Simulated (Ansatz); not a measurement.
MnSi in space group P2_13 (No. 198; Mn on 4a, Si on 4a) at seven volumes, the program Ansatz at the PBE level (PAW), shape and atoms relaxed at each. One row is withheld.

```csv
V (Å³/atom),P (GPa)
10.495,23.42
10.841,14.24
11.187,?
11.533,0.03
11.878,-5.75
12.224,-10.64
12.570,-14.76
```

Fit the shown pressures and predict the withheld one.

Third-order Birch–Murnaghan: P = (3/2)B₀(x^(7/2) − x^(5/2))[1 + (3/4)(B′ − 4)(x − 1)] with x = (V₀/V)^(2/3). Least squares on the six rows gives V₀ = 11.530 Å³/atom, B₀ = 204.6 GPa, B′ = 4.15. At V = 11.187, x = 1.0203 and P = 6.58 GPa. The run itself gave 6.64 GPa.

Symmetry was held in the PBE relaxation. Magnetic state: ferromagnetic, chosen from 4 collinear starts compared on coarse meshes (ties went to the first, and starts can fall back to one state), not a proven ground state. Textbook magnetic order: helical.

Potentials: the earlier of the program's two PAW sets.
